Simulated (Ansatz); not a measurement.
K2LiGaF6:
Space group Fm-3m (No. 225); a = b = c = 7.950 Å, α = β = γ = 90.00°

| atom | site | symmetry | x | y | z |
|---|---|---|---|---|---|
| K | 8c | -43m | 0.2500 | 0.2500 | 0.2500 |
| Li | 4b | m-3m | 0.5000 | 0.5000 | 0.5000 |
| Ga | 4a | m-3m | 0.0000 | 0.0000 | 0.0000 |
| F | 24e | 4m.m | 0.0000 | 0.0000 | 0.2399 |
(The calculation used a cell of 10 atoms; values per cell refer to that cell.)

Relaxed with PBEsol. The program Ansatz at the PBEsol level (PAW) gives a gap of 6.43 eV.

**Question.** What gap does HSE06 give on the same cell (Ansatz, PAW)?

**Answer.** 8.92 eV, 2.49 eV more. The hybrid was solved on a coarser mesh and at special points; its gap is the smallest among all of these.

```tsv
k	v1 PBEsol	c1 PBEsol	v1 HSE06	c1 HSE06
Γ	0.00	6.43	0.00	8.92
X	-0.02	8.21	?	?
L	-0.20	7.65	?	?
W	-0.26	8.18	?	?
K	-0.12	8.13	?	?
```

**Question.** Top valence (v1) and lowest conduction level (c1) in eV from each method's valence maximum (which need not be a listed point): supply the withheld HSE06 values.

**Answer.** 
- L, v1 HSE06: -0.16
- L, c1 HSE06: 10.25
- K, v1 HSE06: -0.11
- K, c1 HSE06: 10.79
- X, v1 HSE06: -0.02
- X, c1 HSE06: 10.87
- W, v1 HSE06: -0.26
- W, c1 HSE06: 10.84

Cost on shared cores: the PBEsol run (SCF on a 6×6×6 mesh, then bands and DOS) roughly 50 core-seconds, the HSE06 run (SCF on 4×4×4, then a few points) very roughly 6 core-minutes; the tasks are unlike.

The first step of the workflow began from a Materials Project structure, measured or hypothetical; the Crystallography Open Database copy checked does not list it. Its standing as an ambient phase is unchecked. The cell was relaxed with PBEsol under the symmetry of its start; whether a distortion lowers the energy is not shown. Scalar-relativistic: spin–orbit coupling is off unless named, which matters more the heavier the elements.

Potentials: the later of the program's two PAW sets.
